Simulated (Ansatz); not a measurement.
## Ta$_{2}$O$_{5}$: energy along a strain

Ta$_{2}$O$_{5}$, Pmmm, a = 3.670 Å, b = 3.859 Å, c = 6.433 Å. The structure is a Materials Project entry; whether it is the stable form wasn't checked. Ansatz: PBEsol, PAW, 420 eV, Γ-centred 10×10×6 mesh on 7 atoms, Gaussian smearing 0.03 eV; no spin polarisation. Cell vectors (Å): 3.670 0.000 0.000; 0.000 3.859 0.000; 0.000 0.000 6.433. The cell is strained by x per cent times the pattern (0 0 0 0 1 0) in the order xx yy zz yz xz xy (engineering shears), with fractional coordinates held. y is the free energy over the start, V0 = 13.017 Å³/atom. Symmetry makes y even in x. Points with a strain past 8.5 % were computed too (4) and aren't used here.

```tsv
x (%)	y (meV/atom)
-7.50	13.82
0.00	0.00
1.87	0.83
3.75	?
5.62	7.69
```

Task: Fit y = c2 x² + c4 x⁴ to the other rows, get the stiffness along the pattern, and predict the missing energy.

Result: Least squares on the rows shown. y = 0.2404 x² + 9.398×10⁻⁵ x⁴. The clamped-ion stiffness p·C·p = 2 × 2.404 eV × 160.2 / 13.017 Å³ = 59 GPa, which is C55 in these axes. At x = 3.75 the fit asked for gives 3.40 meV/atom. The run gave 3.39 meV/atom, so the fit is 0.01 meV/atom too high, within twice the rms miss on the fitted rows (0.007 meV/atom).

Spin–orbit coupling is left out, which can shift energies with elements as heavy as these.